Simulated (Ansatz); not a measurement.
A: Ge (diamond), a = b = c = 5.674 Å, α = β = γ = 90.00°
B: Pt (fcc, Cu type), a = b = c = 3.940 Å, α = β = γ = 90.00°
C: Ni (fcc, Cu type), a = b = c = 3.478 Å, α = β = γ = 90.00°
D: PbTe (rock salt), a = 6.5347 Å, b = 6.5347 Å, c = 6.5347 Å, α = 90.00°, β = 90.00°, γ = 90.00°

Scan: energy against volume (even scaling of the relaxed cell, symmetry kept). All come from one method, each on a k mesh of its own. All were relaxed with their symmetry unable to fall. Pt is run without spin polarisation. Relaxed Ni ends ferromagnetic. Spin-orbit coupling is left out. Other magnetic orders were not checked, so this need not be the ground state. (This holds for the magnetic or f-shell members.)

Rank these by bulk modulus (fitted) (lowest first), as r2SCAN (plane waves to 500 eV, PAW, scalar-relativistic; Ansatz, a first-principles code) gives it.

D (42.1 GPa), A (70.6 GPa), C (220 GPa), B (271 GPa)

(A scan under strain: stresses follow from slopes of the energy per volume, elastic moduli from its curvatures.)
